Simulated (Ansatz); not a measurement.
Be:
```cif
data_Be8
_chemical_formula_sum 'Be8'
_space_group_name_H-M_alt 'Fd-3m :1'
_space_group_IT_number 227
_space_group_name_Hall 'F 4d 2 3 -1d'
_cell_length_a 4.89855
_cell_length_b 4.89855
_cell_length_c 4.89855
_cell_angle_alpha 90.000
_cell_angle_beta 90.000
_cell_angle_gamma 90.000
loop_
_atom_site_label
_atom_site_type_symbol
_atom_site_symmetry_multiplicity
_atom_site_Wyckoff_symbol
_atom_site_fract_x
_atom_site_fract_y
_atom_site_fract_z
_atom_site_occupancy
Be1 Be 8 b 0.50000 0.50000 0.50000 1
```
(The calculation used a cell of 2 atoms; values per cell refer to that cell.)

Relaxed with PBE.

**Question.** Decompose the optical modes at the zone centre into irreducible representations, and say which are infrared and Raman allowed.

**Answer.** Point group m-3m: Γ_opt = T2g. Infrared: none. Raman: T2g.

**Question.** Assign frequencies (DFPT, DFT-PBE in the program Ansatz with PAW potentials).

**Answer.** T2g 506 cm⁻¹.

A made-up cell: these elements were put on the sites of a structure type; neither database checked (COD, Materials Project) lists it. It is not the phase usual at ambient conditions (space group No. 194). The PBE relaxation kept the symmetry of its start. At this level the phase is mechanically unstable. As this level gives no gap, phonon frequencies hold no LO–TO term and depend on the k-mesh and smearing (Fermi–Dirac, 0.1 eV here).

Potentials: the later of the program's two PAW sets.
